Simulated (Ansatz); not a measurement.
The slice is one period of a {100} plane through atoms; its size isn't given.

The numbers are results of PBE (plane waves to 420 eV, PAW, scalar-relativistic; Ansatz, an electronic-structure program), not measurements. Near the nuclei the fields are pseudised (PAW); where an atom keeps semicore shells as valence, they peak there.

```
|@@@@%#*++==-----------==++*#%@@@|
|@@@%%#*+===-----------===+*#%%@@|
|@@%%##++==-------------==++##%%@|
|%%%##*+==---------------==+*##%%|
|####*++==----:::::::----==++*###|
|***+++==---:::::::::::---==+++**|
|++++===---:::::::::::::---===+++|
|++====---:::::.....:::::---====+|
|====----::::.........::::----===|
|===----::::...........::::----==|
|------::::.....   .....::::-----|
|------:::....       ....:::-----|
|-----::::...         ...::::----|
|-----:::....         ....:::----|
|-----:::...           ...:::----|
|-----:::...           ...:::----|
|-----:::...           ...:::----|
|-----:::....         ....:::----|
|-----::::...         ...::::----|
|------:::....       ....:::-----|
|------::::.....   .....::::-----|
|===----::::...........::::----==|
|====----::::.........::::----===|
|++====---:::::.....:::::---====+|
|++++===---:::::::::::::---===+++|
|***+++==---:::::::::::---==+++**|
|####*++==----:::::::----==++*###|
|%%%##*+==---------------==+*##%%|
|@@%%##++==-------------==++##%%@|
|@@@%%#*+===-----------===+*#%%@@|
|@@@@%#*++==-----------==++*#%@@@|
|@@@@%#*++==-----------==++*#%@@@|
```
Scale: ten equal steps from -1.99 (start of ' ') to 1.03 (end of '@'), in the order ' .:-=+*#%@'. Values: log₁₀ of the valence density in e/Å³. The map has 32 points along u (one character each, u = 0 at the left) and 32 along v (v = 0 in the bottom row). The scale is logarithmic, as a density can span decades between atoms and voids.

```
|xxxx.=++=+*#%@@@@@@@%#*+=++=.xxx|
|xxxx:=++=+*#%@@@@@@@%#*+=++=:xxx|
|xxx:-++==+*##%%%%%%%##*+==++-:xx|
|..:-=++==+**#########**+==++=-:.|
|-==+++===++++*******++++===+++==|
|+++++=======================++++|
|+++========-----------========++|
|=========--:::::::::::--========|
|++++++==-::...........::-==+++++|
|*****+==-:...       ...:-==+****|
|%###*+=-:..           ..:-=+*###|
|@%%##+=-:..           ..:-=+##%%|
|@@@%#*=-:.             .:-=*#%@@|
|@@@%#*=-:.             .:-=*#%@@|
|@@@%#*=-:.             .:-=*#%@@|
|@@@%#*=-:.             .:-=*#%@@|
|@@@%#*=-:.             .:-=*#%@@|
|@@@%#*=-:.             .:-=*#%@@|
|@@@%#*=-:.             .:-=*#%@@|
|@%%##+=-:..           ..:-=+##%%|
|%###*+=-:..           ..:-=+*###|
|*****+==-:...       ...:-==+****|
|++++++==-::...........::-==+++++|
|=========--:::::::::::--========|
|+++========-----------========++|
|+++++=======================++++|
|-==+++===++++*******++++===+++==|
|..:-=++==+**#########**+==++=-:.|
|xxx:-++==+*##%%%%%%%##*+==++-:xx|
|xxxx:=++=+*#%@@@@@@@%#*+=++=:xxx|
|xxxx.=++=+*#%@@@@@@@%#*+=++=.xxx|
|xxxx.-++=+*%@@@@@@@@@%*+=++-.xxx|
```
Scale: ten equal steps from 0.01 (start of ' ') to 0.46 (end of '@'), in the order ' .:-=+*#%@'. Values: electron localisation function (ELF). The map has 32 points along u (one character each, u = 0 at the left) and 32 along v (v = 0 in the bottom row). Points within 0.5 Å of a nucleus are blanked (x), as the pseudised field means little there.

**Question.** Which relaxed crystal do these maps come from?
A) InAs (zinc blende)
B) BAs (zinc blende)
C) CdTe (zinc blende)

**Answer.** A, InAs (zinc blende). Atoms on the slice: In at (0.00, 0.00)

All were relaxed with their symmetry unable to fall. At this level the bands of InAs touch or barely overlap; measurements give the solid a gap. Spin-orbit coupling is left out. The PAW data are Ansatz's earlier set.
